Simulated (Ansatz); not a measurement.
**What a change of settings does to a run on InPd**

The cell is the one relaxed in the Materials Project (mp-21215), not relaxed further here; entries there can be hypothetical. The listed cell was then made from it by scaling, straining or moving an atom.

First run: DFT, LDA, all-electron PAW with datasets made for the crystal, scalar-relativistic (Ansatz 0.2.0).

Command: `ansatz run input.yaml --threads 1 --pin off --max-ram 2048MiB --backend cpu --events-out ev --progress --plain --runs-dir out` The run took 16 s on 1 thread of Intel(R) Xeon(R) Platinum 8259CL CPU @ 2.50GHz (Skylake/Cascade Lake), with other jobs on the host, peak memory 0.55 GiB.

```yaml
crystal:
  lattice:
    - [3.3360556752, 0.0, 0.0]
    - [0.0, 3.3360556752, 0.0]
    - [0.0, 0.0, 3.3360556752]
  atoms:
    - { symbol: In, position: [0.0, 0.0, 0.0] }
    - { symbol: Pd, position: [0.5, 0.5, 0.5] }
kpoints:
  mp_grid: { grid: [13, 13, 13] }
scf:
  occupations: { method: fermi_dirac, width: 0.03 }
hamiltonian:
  xc: lda
  pseudopotentials: { kind: all_electron, datasets: crystal }
output:
  forces: true
  stress: true
  eigenvalues: true
  efg: { contact_densities: true }
```

Result: converged; pressure -12.00 GPa; 9 SCF iterations.

Spin polarisation is left out, and whether a magnetic state lies lower isn't shown here.

No spin–orbit coupling, which matters for the heavy atoms here.

A second input differs as follows:

```diff
@@ -1,7 +1,7 @@
 crystal:
   lattice:
-    - [3.3360556752, 0.0, 0.0]
-    - [0.0, 3.3360556752, 0.0]
-    - [0.0, 0.0, 3.3360556752]
+    - [6.30423148, 0.0, 0.0]
+    - [0.0, 6.30423148, 0.0]
+    - [0.0, 0.0, 6.30423148]
   atoms:
     - { symbol: In, position: [0.0, 0.0, 0.0] }
@@ -11,4 +11,5 @@
 scf:
   occupations: { method: fermi_dirac, width: 0.03 }
+  max_iter: 75
 hamiltonian:
   xc: lda
```

Task: What is wrong with it, and what does the program do?

Result: The fault is a lattice typed in bohr. The run converged; pressure -1.15 GPa; 17 SCF iterations. The numbers describe a strongly squeezed or stretched cell, not the crystal at ambient pressure. The log ends:
```
            electrostatic potential = -7232.119704 V   contact ρ = 862005.612173 e/Å³
--- Band table (eV; the first three rows and the last of 84) ---
  k-point 0: bands = ["-16.4777", "-16.4777", "-16.4764", "-16.4764", "-16.4764", "-5.9769", "-0.7466", "-0.7466", "-0.7239", "-0.7239", "-0.7239", "-0.3696", "0.3289", "0.3289"]
  k-point 1: bands = ["-16.4777", "-16.4777", "-16.4764", "-16.4764", "-16.4764", "-5.9748", "-0.7463", "-0.7458", "-0.7256", "-0.7256", "-0.7238", "-0.4052", "0.3366", "0.3366"]
  k-point 2: bands = ["-16.4777", "-16.4776", "-16.4764", "-16.4764", "-16.4764", "-5.9688", "-0.7463", "-0.7456", "-0.7302", "-0.7302", "-0.7236", "-0.4913", "0.3582", "0.3582"]
  k-point 83: bands = ["-16.4774", "-16.4774", "-16.4764", "-16.4764", "-16.4764", "-5.8746", "-0.8076", "-0.8076", "-0.8049", "-0.6974", "-0.6974", "0.0361", "0.0513", "0.0513"]
```
